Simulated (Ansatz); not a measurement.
Space group Pm-3m (No. 221). a = 4.647 Å, b = 4.647 Å, c = 4.647 Å, α = 90.00°, β = 90.00°, γ = 90.00°
| atom | site | symmetry | x | y | z |
| --- | --- | --- | --- | --- | --- |
| Y | 1a | m-3m | 0.0000 | 0.0000 | 0.0000 |
| Sn | 3c | 4/mm.m | 0.0000 | 0.5000 | 0.5000 |

Equation of state of this YSn$_{3}$ structure (not necessarily the ground state), with shape and atoms relaxed at each volume where symmetry leaves them free. It has no gap at any of these volumes. The calculation used Ansatz 0.2.0, DFT PBEsol, scalar-relativistic, plane waves, PAW.

Plane waves to 420 eV, a k mesh through Γ of 10×10×10 on the computed 4-atom cell and Gaussian smearing (0.10 eV); no spin polarisation.

```tsv
V (Å³/atom)	E − E(largest V) (meV/atom)	P (GPa)
23.584	3.82	4.56
24.337	-11.59	2.08
25.090	-16.31	-0.01
25.842	-12.01	-1.79
26.595	0.00	-3.31
```

**Question.** Fit a third-order Birch–Murnaghan equation to E(V).

**Answer.** V0 = 25.09 Å³/atom, B0 = 64 GPa, B0' = 4.4.